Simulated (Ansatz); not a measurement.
**SrSnP: a fit and a missing row**

SrSnP, P4/nmm, a = 4.378 Å, c = 8.982 Å. The structure is a Materials Project entry; whether it is the stable form wasn't checked. Ansatz: r2SCAN, PAW, 500 eV, Γ-centred 8×8×4 mesh on 6 atoms, Gaussian smearing 0.10 eV; no spin polarisation. Shape and atoms are relaxed at each volume; pressure is positive in compression.

```
V (Å³/atom) P (GPa)
     26.975     3.21
     27.836     1.48
     28.697     0.01
     29.558    -1.25
     30.419        ?
```

Task: Take V0 = 28.697 Å³/atom, count pressures from its P0 = 0.01 GPa, fit the third-order Birch–Murnaghan form to the other rows, and predict the missing pressure.

Result: With the Eulerian strain f = ½[(V0/V)^(2/3) − 1] and y = (P − P0)/[3f(1 + 2f)^(5/2)], the form is the line y = B0 + 1.5 B0 (B0′ − 4) f. Rows (f, y): 0.02106, 45.7; 0.01026, 45.4; -0.00976, 45.2. Means f = 0.007187, y = 45.433; Σ(Δf)² = 0.0004891, ΣΔfΔy = 0.007551; the slope is their ratio. y = 45.32 + 15.44 f GPa, so B0 = 45.3 GPa and B0′ = 4 + 2 × (15.44)/(3 × 45.32) = 4.23. At V = 30.419, f = -0.01905, y = 45.03 and P = -2.33 GPa. The run gave -2.31 GPa, so the fit is 0.02 GPa too low, a small miss on the scale of the series. The form still works here, 33 % of the fitted range beyond its end.

Cost: 5 runs of about 13 core-minutes in all, on Arm Neoverse V2 (shared hosts).